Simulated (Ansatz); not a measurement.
Zr:
```
CELL_PARAMETERS angstrom
      3.24663     0.00000     0.00000
     -1.62331     2.81166     0.00000
      0.00000     0.00000     5.15184
ATOMIC_POSITIONS crystal
  Zr 0.33333 0.66667 0.75000
  Zr 0.66667 0.33333 0.25000
```

Relaxed with r²SCAN. Special points in fractions of this cell's reciprocal vectors: Γ (0.000, 0.000, 0.000); M (0.500, 0.000, 0.000); K (0.333, 0.333, 0.000); A (0.000, 0.000, 0.500); L (0.500, 0.000, 0.500); H (0.333, 0.333, 0.500).

### Question
List the band energies nearest the Fermi level at these points for r²SCAN in the plane-wave PAW code Ansatz.

### Answer
In eV from the Fermi level; about four levels below and three above (degenerate sets whole), none deeper than 8.9 eV; points with the same levels are listed once.

| k | below | above |
|---|---|---|
| Γ | -6.00 -3.19 | 0.95 0.95 1.01 |
| M | -2.68 -2.65 -2.24 -0.41 | 0.64 0.84 1.57 |
| K | -2.18 -1.52 -1.52 -1.27 | 0.32 0.32 1.96 |
| A | -4.20 -4.20 | 0.02 0.02 0.86 0.86 0.86 0.86 |
| L | -2.99 -2.99 -1.08 -1.08 | 1.53 1.53 2.36 2.36 |
| H | -1.39 -1.39 -0.16 -0.16 | 2.23 2.23 4.54 4.54 |

Space group P6_3/mmc (hcp (Mg type)). The cell was relaxed with r²SCAN under the symmetry of its start. The run is not spin-polarised. Scalar-relativistic: spin–orbit coupling is off unless named, which matters more the heavier the elements.

Potentials: the later of the program's two PAW sets.
